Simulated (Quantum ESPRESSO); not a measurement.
# Al2Nb3InRu2: finding a planted mistake in a log

A calculation, not a measurement. The program is pw.x of Quantum ESPRESSO 7.5 (plane-wave density functional theory). The cell is made up: eight metal atoms on a face-centred cubic lattice, with elements, volume, strain and displacements drawn at random and not relaxed, so it may be unstable or far from any real phase. PseudoDojo standard norm-conserving files set the functional (PBE unless stated); there is no spin polarisation or spin-orbit coupling, the Fermi-Dirac width of 0.25 eV means electrons at about 2900 K, and the masses in the input are unused placeholders. A spin test at this wide smearing found no moment, but such smearing suppresses magnetism that the real alloy may have.

Intended input:

```
&control calculation='scf', pseudo_dir='./dojo.nc.sr.pbe.v0_5.standard.upf', outdir='./o', disk_io='minimal', tprnfor=.true., tstress=.true. /
&system ibrav=0, nat=8, ntyp=4, nbnd=59, ecutwfc=84.00895049, nosym=.true., tot_charge=0,
 occupations='smearing', smearing='fd', degauss=0.0183746611
/
&electrons conv_thr=1.470e-08, electron_maxstep=70, mixing_beta=0.5 /
ATOMIC_SPECIES
Al 1.0 Al.upf
In 1.0 In.upf
Nb 1.0 Nb.upf
Ru 1.0 Ru.upf
CELL_PARAMETERS angstrom
-4.2213 0.0029 0.0238
-2.0959 -4.0867 -2.0896
-2.1436 -4.044 6.2312
ATOMIC_POSITIONS angstrom
Al 0.0654 0.0086 0.0852
Nb -2.1 -4.1258 2.0197
In -2.1415 -2.0928 0.0175
Ru -4.0765 -6.1674 2.0504
Nb -4.245 -4.1086 4.1288
Ru -4.2645 -4.122 -0.021
Nb -4.2711 -1.9893 2.0936
Al -6.2944 -6.094 4.1619
K_POINTS automatic
6 5 3 1 1 1
```

The log is shortened where brackets say so; the opening notice, blank lines, dates and the lines on written files are dropped, and the path of the files is cut. It prints rydbergs, bohrs and kilobars, and counts compression as positive stress. Its total energy is the free energy E - TS of the whole cell.

Log of the intended run:

```
     Program PWSCF v.7.5
     Parallel version (MPI & OpenMP), running on       4 processor cores
     Number of MPI processes:                 4
     Threads/MPI process:                     1
     [start-up lines left out]
     bravais-lattice index     =            0
     lattice parameter (alat)  =       7.9772  a.u.
     unit-cell volume          =     966.4365 (a.u.)^3
     number of atoms/cell      =            8
     number of atomic types    =            4
     number of electrons       =        90.00
     number of Kohn-Sham states=           59
     kinetic-energy cutoff     =      84.0090  Ry
     charge density cutoff     =     336.0358  Ry
     scf convergence threshold =      1.5E-08
     mixing beta               =       0.5000
     number of iterations used =            8  plain     mixing
     Exchange-correlation= PBE
                           (   1   4   3   4   0   0   0)
     [axes and pseudopotential details left out]
   Cartesian axes
     site n.     atom                  positions (alat units)
         1        Al     tau(   1) = (   0.0154926   0.0020373   0.0201830  )
         2        Nb     tau(   2) = (  -0.4974691  -0.9773609   0.4784468  )
         3        In     tau(   3) = (  -0.5073000  -0.4957634   0.0041456  )
         4        Ru     tau(   4) = (  -0.9656822  -1.4609956   0.4857193  )
         5        Nb     tau(   5) = (  -1.0055982  -0.9732864   0.9780715  )
         6        Ru     tau(   6) = (  -1.0102175  -0.9764607  -0.0049747  )
         7        Nb     tau(   7) = (  -1.0117810  -0.4712453   0.4959530  )
         8        Al     tau(   8) = (  -1.4910806  -1.4436078   0.9859126  )
     number of k points=    45  Fermi-Dirac smearing, width (Ry)=  0.0184
                       cart. coord. in units 2pi/alat
        k(    1) = (  -0.0831979  -0.0778806   0.0337445), wk =   0.0444444
        k(    2) = (  -0.0849902   0.0964379  -0.3053784), wk =   0.0444444
     [further k points left out]
     Dense  grid:   100505 G-vectors     FFT dimensions: (  48,  60,  90)
     Estimated max dynamical RAM per process >     295.37 MB
     Estimated total dynamical RAM >       1.08 GB
     Initial potential from superposition of free atoms
     starting charge      89.9827, renormalised to      90.0000
     Starting wfcs are   67 randomized atomic wfcs
     total cpu time spent up to now is        3.6 secs
     per-process dynamical memory:   234.7 Mb
     Self-consistent Calculation
     iteration #  1     ecut=    84.01 Ry     beta= 0.50
     Davidson diagonalization with overlap
     ethr =  1.00E-02,  avg # of iterations =  2.8
     Threshold (ethr) on eigenvalues was too large:
     Diagonalizing with lowered threshold
     Davidson diagonalization with overlap
     ethr =  6.62E-04,  avg # of iterations =  2.3
     total cpu time spent up to now is       15.7 secs
     total energy              =    -920.12078598 Ry
     estimated scf accuracy    <       0.66957357 Ry
     iteration #  2     ecut=    84.01 Ry     beta= 0.50
     Davidson diagonalization with overlap
     ethr =  7.44E-04,  avg # of iterations =  2.2
     total cpu time spent up to now is       22.3 secs
     total energy              =    -920.10855971 Ry
     estimated scf accuracy    <       0.49662889 Ry
     [iterations 3 to 12 left out]
     iteration # 13     ecut=    84.01 Ry     beta= 0.50
     Davidson diagonalization with overlap
     ethr =  2.62E-10,  avg # of iterations =  2.0
     total cpu time spent up to now is       87.1 secs
     total energy              =    -920.26232535 Ry
     estimated scf accuracy    <       0.00000002 Ry
     iteration # 14     ecut=    84.01 Ry     beta= 0.50
     Davidson diagonalization with overlap
     ethr =  2.72E-11,  avg # of iterations =  2.5
     total cpu time spent up to now is       93.2 secs
     End of self-consistent calculation
     [lines on levels left out]
!    total energy              =    -920.26232535 Ry
     estimated scf accuracy    <          5.1E-09 Ry
     smearing contrib. (-TS)   =      -0.11561686 Ry
     internal energy E=F+TS    =    -920.14670849 Ry
     The total energy is F=E-TS. E is the sum of the following terms:
     one-electron contribution =    -322.70286793 Ry
     hartree contribution      =     210.99090911 Ry
     xc contribution           =    -190.76818486 Ry
     ewald contribution        =    -617.66656481 Ry
     convergence has been achieved in  14 iterations
     Forces acting on atoms (cartesian axes, Ry/au):
     atom    1 type  1   force =    -0.00668912    0.02419284   -0.02575756
     atom    2 type  3   force =    -0.00047446   -0.03654952    0.01619219
     atom    3 type  2   force =     0.00536536    0.00448675   -0.00648051
     atom    4 type  4   force =    -0.01304709    0.00264073    0.01753029
     atom    5 type  3   force =     0.00594732    0.03946296    0.00522585
     atom    6 type  4   force =     0.00144117   -0.00149987   -0.00693782
     atom    7 type  3   force =     0.01566567   -0.01352157    0.02136723
     atom    8 type  1   force =    -0.00820886   -0.01921232   -0.02113967
     Total force =     0.083113     Total SCF correction =     0.000151
     Computing stress (Cartesian axis) and pressure
          total   stress  (Ry/bohr**3)                   (kbar)     P=      -77.26
  -0.00074677   0.00001920   0.00000236         -109.85        2.82        0.35
   0.00001920  -0.00035791  -0.00006511            2.82      -52.65       -9.58
   0.00000236  -0.00006511  -0.00047092            0.35       -9.58      -69.27
     init_run     :      3.46s CPU      3.57s WALL (       1 calls)
     electrons    :     89.27s CPU     89.62s WALL (       1 calls)
     forces       :      1.01s CPU      1.02s WALL (       1 calls)
     stress       :      3.29s CPU      3.29s WALL (       1 calls)
     [timing details left out]
     PWSCF        :   1m37.12s CPU   1m37.60s WALL
     JOB DONE.
```

A second run was made from an input with one planted mistake. Its log:

```
     Program PWSCF v.7.5
     Parallel version (MPI & OpenMP), running on       4 processor cores
     Number of MPI processes:                 4
     Threads/MPI process:                     1
     [start-up lines left out]
     bravais-lattice index     =            0
     lattice parameter (alat)  =       7.8871  a.u.
     unit-cell volume          =     934.0463 (a.u.)^3
     number of atoms/cell      =            8
     number of atomic types    =            4
     number of electrons       =        90.00
     number of Kohn-Sham states=           59
     kinetic-energy cutoff     =      84.0090  Ry
     charge density cutoff     =     336.0358  Ry
     scf convergence threshold =      1.5E-08
     mixing beta               =       0.5000
     number of iterations used =            8  plain     mixing
     Exchange-correlation= PBE
                           (   1   4   3   4   0   0   0)
     [axes and pseudopotential details left out]
   Cartesian axes
     site n.     atom                  positions (alat units)
         1        Al     tau(   1) = (   0.0155020   0.0020366   0.0201741  )
         2        Nb     tau(   2) = (  -0.4974762  -0.9773659   0.4784521  )
         3        In     tau(   3) = (  -0.5072997  -0.4957750   0.0041450  )
         4        Ru     tau(   4) = (  -0.9656736  -1.4609934   0.4857119  )
         5        Nb     tau(   5) = (  -1.0055905  -0.9732928   0.9780607  )
         6        Ru     tau(   6) = (  -1.0102147  -0.9764554  -0.0049836  )
         7        Nb     tau(   7) = (  -1.0117721  -0.4712403   0.4959428  )
         8        Al     tau(   8) = (  -1.4910868  -1.4435986   0.9859195  )
     number of k points=    45  Fermi-Dirac smearing, width (Ry)=  0.0184
                       cart. coord. in units 2pi/alat
        k(    1) = (  -0.0831988  -0.0778807   0.0337439), wk =   0.0444444
        k(    2) = (  -0.0849871   0.0964371  -0.3053777), wk =   0.0444444
     [further k points left out]
     Dense  grid:    97151 G-vectors     FFT dimensions: (  48,  60,  90)
     Estimated max dynamical RAM per process >     286.30 MB
     Estimated total dynamical RAM >       1.05 GB
     Initial potential from superposition of free atoms
     starting charge      89.9827, renormalised to      90.0000
     Starting wfcs are   67 randomized atomic wfcs
     total cpu time spent up to now is        3.6 secs
     per-process dynamical memory:   228.0 Mb
     Self-consistent Calculation
     iteration #  1     ecut=    84.01 Ry     beta= 0.50
     Davidson diagonalization with overlap
     ethr =  1.00E-02,  avg # of iterations =  2.9
     Threshold (ethr) on eigenvalues was too large:
     Diagonalizing with lowered threshold
     Davidson diagonalization with overlap
     ethr =  6.26E-04,  avg # of iterations =  2.3
     total cpu time spent up to now is       15.7 secs
     total energy              =    -920.14629659 Ry
     estimated scf accuracy    <       0.63583064 Ry
     iteration #  2     ecut=    84.01 Ry     beta= 0.50
     Davidson diagonalization with overlap
     ethr =  7.06E-04,  avg # of iterations =  2.2
     total cpu time spent up to now is       22.0 secs
     total energy              =    -920.18227403 Ry
     estimated scf accuracy    <       0.27863103 Ry
     [iterations 3 to 12 left out]
     iteration # 13     ecut=    84.01 Ry     beta= 0.50
     Davidson diagonalization with overlap
     ethr =  1.14E-10,  avg # of iterations =  4.2
     total cpu time spent up to now is       86.7 secs
     total energy              =    -920.27441907 Ry
     estimated scf accuracy    <       0.00000002 Ry
     iteration # 14     ecut=    84.01 Ry     beta= 0.50
     Davidson diagonalization with overlap
     ethr =  2.16E-11,  avg # of iterations =  2.0
     total cpu time spent up to now is       92.7 secs
     End of self-consistent calculation
     [lines on levels left out]
!    total energy              =    -920.27441907 Ry
     estimated scf accuracy    <          7.5E-09 Ry
     smearing contrib. (-TS)   =      -0.11117654 Ry
     internal energy E=F+TS    =    -920.16324253 Ry
     The total energy is F=E-TS. E is the sum of the following terms:
     one-electron contribution =    -312.41972178 Ry
     hartree contribution      =     207.97909530 Ry
     xc contribution           =    -190.99835689 Ry
     ewald contribution        =    -624.72425915 Ry
     convergence has been achieved in  14 iterations
     Forces acting on atoms (cartesian axes, Ry/au):
     atom    1 type  1   force =    -0.00821774    0.02636510   -0.02886373
     atom    2 type  3   force =    -0.00018062   -0.03891727    0.01778001
     atom    3 type  2   force =     0.00584943    0.00620638   -0.01037237
     atom    4 type  4   force =    -0.01819806    0.00216038    0.02244328
     atom    5 type  3   force =     0.00849757    0.04025356    0.01016127
     atom    6 type  4   force =     0.00295608    0.00117346   -0.01074090
     atom    7 type  3   force =     0.01816582   -0.01533330    0.01977235
     atom    8 type  1   force =    -0.00887248   -0.02190832   -0.02017990
     Total force =     0.091047     Total SCF correction =     0.000453
     Computing stress (Cartesian axis) and pressure
          total   stress  (Ry/bohr**3)                   (kbar)     P=      -31.67
  -0.00044958   0.00002091   0.00000170          -66.13        3.08        0.25
   0.00002091  -0.00003411  -0.00007942            3.08       -5.02      -11.68
   0.00000170  -0.00007942  -0.00016208            0.25      -11.68      -23.84
     init_run     :      3.46s CPU      3.58s WALL (       1 calls)
     electrons    :     88.72s CPU     89.11s WALL (       1 calls)
     forces       :      0.99s CPU      1.00s WALL (       1 calls)
     stress       :      3.20s CPU      3.20s WALL (       1 calls)
     [timing details left out]
     PWSCF        :   1m36.44s CPU   1m37.00s WALL
     JOB DONE.
```

Question: the log repeats what the program read. Compare it with the intended run: what was wrong in the second input?

Answer: the cell and the positions are scaled by a wrong factor. The input lines that differ:

```
- -4.2213 0.0029 0.0238
- -2.0959 -4.0867 -2.0896
- -2.1436 -4.044 6.2312
+ -4.1736 0.0029 0.0235
+ -2.0722 -4.0405 -2.066
+ -2.1194 -3.9983 6.1608
- Al 0.0654 0.0086 0.0852
- Nb -2.1 -4.1258 2.0197
- In -2.1415 -2.0928 0.0175
- Ru -4.0765 -6.1674 2.0504
- Nb -4.245 -4.1086 4.1288
- Ru -4.2645 -4.122 -0.021
- Nb -4.2711 -1.9893 2.0936
- Al -6.2944 -6.094 4.1619
+ Al 0.0647 0.0085 0.0842
+ Nb -2.0763 -4.0792 1.9969
+ In -2.1173 -2.0692 0.0173
+ Ru -4.0304 -6.0977 2.0272
+ Nb -4.197 -4.0622 4.0821
+ Ru -4.2163 -4.0754 -0.0208
+ Nb -4.2228 -1.9668 2.0699
+ Al -6.2233 -6.0251 4.1149
```

```
                                            intended run  run with the mistake
                          free energy (eV)    -12520.807            -12520.971
         entropy term -TS, part of it (eV)        -1.573                -1.513
                            pressure (GPa)         -7.73                 -3.17
size of the largest force component (eV/Å)         1.015                 1.035
largest change of a force component (eV/Å)                               0.132
                                iterations            14                    14
```

For scale, a rerun of the intended cell at a higher cutoff and on a denser mesh moved values by no more than 0.002 eV in energy, 0.02 GPa in stress and 0.006 eV/Å in force, and a second program with other atomic files agreed on that cell to 2 % rms in force and 0.5 GPa in pressure.